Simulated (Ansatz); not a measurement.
# Which starts lead to the lowest NdHf cell?

The calculation used DFT PBE, scalar-relativistic, plane waves, PAW, and for the lanthanide a 4f-in-core norm-conserving potential, in Ansatz. Each cell gets a short relaxation within its symmetry: 660 eV, a coarse mesh through Γ, smearing of 0.2 eV, at most 16 steps to 0.08 eV/Å and 0.8 GPa. No spin polarisation. Energies are free energies per atom, good to about 0.1 eV/atom between metallic cells, end volumes are rough, and groups of ends are read at 0.1 Å.

The candidates are structure types from databases with the species swapped and random cells on Wyckoff sites, with guessed sizes.

```
 #              made from                     sites  V start (Å³/atom)
 1  random sites (P4/mmm)              Nd 1b; Hf 1c               25.3
 2  random sites (P4/mmm)          Nd 2g; Hf 1b, 1c               29.5
 3    random sites (P6mm)              Nd 1a; Hf 1a               27.5
 4  random sites (P4/mmm)  Nd 1b, 2f; Hf 1d, 1c, 1a               23.8
 5    random sites (R-3m)              Nd 3a; Hf 3b               29.7
 6  random sites (P6/mmm)              Nd 2d; Hf 2c               28.0
 7      BeNi cell (Pm-3m)              Nd 1a; Hf 1b               24.1
 8    random sites (P3m1)              Nd 1a; Hf 1c               29.5
 9       SnBi cell (Cmmm)              Nd 2a; Hf 2c               24.5
10   random sites (P-6m2)              Nd 1a; Hf 1e               24.5
11   random sites (Fd-3m)              Nd 8b; Hf 8a               28.4
12    random sites (I4mm)              Nd 2a; Hf 2a               27.6
13    random sites (Cmmm)              Nd 2b; Hf 2a               26.7
14    random sites (Cmmm)              Nd 2c; Hf 2d               26.8
15     CdSe cell (P6_3mc)              Nd 2b; Hf 2b               25.9
16  random sites (P6/mmm)              Nd 1a; Hf 1b               29.3
17  random sites (I4/mmm)              Nd 2a; Hf 2b               23.0
18      SrCd cell (Pm-3m)              Nd 1b; Hf 1a               28.4
19       KBr cell (Fm-3m)              Nd 4a; Hf 4b               24.3
20      LiPd cell (P-6m2)              Nd 1b; Hf 1e               25.3
21     GdIn cell (P4/mmm)              Nd 1a; Hf 1d               24.8
22  random sites (P4/mmm)              Nd 1b; Hf 1a               28.8
23  random sites (I4/mmm)              Nd 2b; Hf 2a               28.1
24     TiCd cell (P4/nmm)              Nd 2c; Hf 2c               23.7
25       HfB cell (Fm-3m)              Nd 4b; Hf 4a               21.7
```

Question: What does the screen give?

Answer: The lowest end has space group P4/nmm (No. 129) and 27.7 Å³/atom; only candidate 24 reaches it. The lowest start before relaxing, candidate 24, is that one.

```csv
#,E start (eV/atom),E end (eV/atom),end group,V end (Å³/atom),finished,same end as
24,0.17,0.00,P4/nmm,27.7,yes,-
9,0.30,0.12,P4/mmm,27.3,yes,-
8,2.51,0.13,P-6m2,27.7,yes,-
20,0.21,0.13,P-6m2,27.5,yes,8
1,0.23,0.20,P4/mmm,27.3,yes,-
21,0.25,0.21,P4/mmm,27.3,yes,-
18,0.22,0.21,Pm-3m,27.1,yes,21
7,0.28,0.21,Pm-3m,27.2,yes,21
5,0.89,0.21,Pm-3m,26.9,yes,21
11,0.24,0.23,Fd-3m,27.3,yes,-
16,0.51,0.46,P6/mmm,27.8,yes,-
3,0.76,0.46,P6/mmm,27.6,yes,16
2,1.91,0.49,P4/mmm,29.2,yes,-
13,1.72,0.82,P4/mmm,28.9,yes,-
22,0.84,0.84,P4/mmm,28.8,yes,-
14,0.94,0.85,P4/mmm,29.0,yes,13
4,2.20,0.88,P4/mmm,33.4,yes,-
12,1.35,0.92,Fm-3m,30.1,yes,-
17,1.49,0.92,Fm-3m,30.1,yes,12
23,0.94,0.92,Fm-3m,30.2,yes,12
25,1.45,0.92,Fm-3m,29.7,yes,12
19,1.13,0.92,Fm-3m,29.7,yes,12
6,1.75,1.41,P6/mmm,36.6,yes,-
10,3.05,1.44,P-6m2,37.0,yes,-
15,2.57,1.52,P6_3/mmc,38.7,yes,-
```

Energies count from the lowest end; groups are read at 0.1 Å. Ends are matched loosely, so a merged end can be a slightly distorted copy, and ends listed apart can be strained forms of one structure.

Spin–orbit coupling, which can matter for Hf, is left out. The runs shown took about 22 CPU minutes on Arm Neoverse V1, a shared host. Some structure types and database cells were kept out of the candidates from the start, so a known form may be missing.

The lanthanide is trivalent by construction, without f bands, f moments or other valences.
